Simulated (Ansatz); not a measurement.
**Strain response of MnNi₃**

Theory: DFT r2SCAN, scalar-relativistic, plane waves, PAW (Ansatz 0.2.0). Settings: 500 eV cutoff, 14×14×14 k-mesh, Gaussian smearing of 0.10 eV, collinear spin.

Starting point, cell and atoms relaxed:

```yaml
crystal:
  lattice:
    - [3.54911, 0.00000, 0.00000]
    - [0.00000, 3.54911, 0.00000]
    - [0.00000, 0.00000, 3.54911]
  atoms:
    - { symbol: Mn, position: [0.00000, 0.00000, 0.00000] }
    - { symbol: Ni, position: [0.00000, 0.50000, 0.50000] }
    - { symbol: Ni, position: [0.50000, 0.00000, 0.50000] }
    - { symbol: Ni, position: [0.50000, 0.50000, 0.00000] }
```

Deformation: all cell vectors scaled alike, the atoms relaxed, all within the symmetry that the strain leaves. Energies are extrapolated to zero smearing. Stress is positive in compression, on the Cartesian axes of the cell above. On this cell's mesh the reference holds a stress of up to 0.15 GPa.

With moments and this functional the run may sit in a state above the lowest one.

Strains computed: -3.0, -2.0, -1.0, +1.0, +2.0, +3.0 %.

Problem. At which strain does the energy stand 22.5 meV/atom over the relaxed crystal with σxx = -9.82, σyy = -9.82, σzz = -9.82 GPa?

Solution. +2.0 %.

Cost: 7 runs of about 20 core-minutes in all, on Arm Neoverse V1 (shared hosts).